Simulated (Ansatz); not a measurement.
BN (wurtzite)

```xyz
8
Lattice="5.1091 0.0000 0.0000 -1.2773 2.2123 0.0000 2.5545 0.0000 4.2246" Properties=species:S:1:pos:R:3 pbc="T T T"
B      6.3863     0.7374     4.2242
B      3.8318     0.7374     4.2242
B      5.1091     1.4749     2.1119
B      2.5545     1.4749     2.1119
N      1.2773     0.7374     2.6416
N      3.8318     0.7374     2.6416
N      0.0000     1.4749     0.5293
N      2.5545     1.4749     0.5293
```

A phonon eigenvector at L = (0.5, 0.0, 0.5) is frozen into this cell: atom i moves by Q times the vector below, so Q is the largest atomic displacement, in Å. The cell is held. It is one choice among 2 degenerate patterns. (q is in reciprocal vectors of the primitive cell; the cell shown is doubled to hold the pattern.)

```tsv
atom	x	y	z
B1	0.061	0.035	-0.343
B2	-0.061	-0.035	0.343
B3	-0.583	-0.337	0.740
B4	0.583	0.337	-0.740
N5	-0.429	-0.248	0.448
N6	0.429	0.248	-0.448
N7	-0.244	-0.141	-0.569
N8	0.244	0.141	0.569
```

Method: PBE (plane waves to 420 eV, PAW, scalar-relativistic; Ansatz, a first-principles code). k mesh 15×15×15 (Γ-centred), Fermi-Dirac smearing 0.05 eV. The energy includes the smearing's −TS. Stress and pressure are positive under compression. BN was relaxed with its symmetry unable to fall. ΔE is measured from the undisplaced structure.

```tsv
Q (Å)	−dE/dQ from forces (eV/Å)	ΔE (eV/cell)	P (GPa)
-0.280	58.583	6.765	54.6
-0.233	43.407	4.399	36.8
-0.187	31.373	2.665	___
-0.140	___	1.435	12.7
-0.093	13.575	0.618	___
-0.047	6.535	0.152	1.4
0.000	0.000	0.000	0.0
0.047	-6.535	0.152	1.4
0.093	-13.575	0.618	___
0.140	___	1.435	12.7
0.187	-31.373	2.665	___
0.233	-43.407	4.399	36.8
0.280	-58.583	6.765	54.6
```

Question: What belongs in the gaps?

Answer: 
- -0.187, P (GPa): 23.0
- -0.140, −dE/dQ from forces (eV/Å): 21.657
- -0.093, P (GPa): 5.5
- 0.093, P (GPa): 5.5
- 0.140, −dE/dQ from forces (eV/Å): -21.657
- 0.187, P (GPa): 23.0

(A displaced cell: forces are minus the slopes of the energy, force constants its curvatures, and phonons follow from these.)
